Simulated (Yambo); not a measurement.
Given:

```
CELL_PARAMETERS angstrom
      1.95380     1.12803     7.23429
     -1.95380     1.12803     7.23429
      0.00000    -2.25605     7.23429
ATOMIC_POSITIONS crystal
  S  0.76660 0.76660 0.76660
  S  0.23340 0.23340 0.23340
  K  0.00000 0.00000 0.00000
  Lu 0.50000 0.50000 0.50000
```

Workflow: PBEsol (pw.x of Quantum ESPRESSO, ONCV potentials, without SOC), then G0W0 in Yambo (4×4×4 Γ-centred k mesh, bands 2 to 111 and a 6 Ry block in the screening, 111 bands in G with the Bruneval-Gonze terminator, plasmon pole fitted at 27.2 eV).

Question: Give the PBEsol and G0W0 gaps between the band edges found on this mesh, and say where the edges lie.

Answer: Edges: Γ → F. PBEsol: 2.10 eV; G0W0: 3.35 eV. Convergence of the G0W0 settings was not tested. The 4f states are in the valence at their DFT position.

Geometry relaxed with PBEsol.
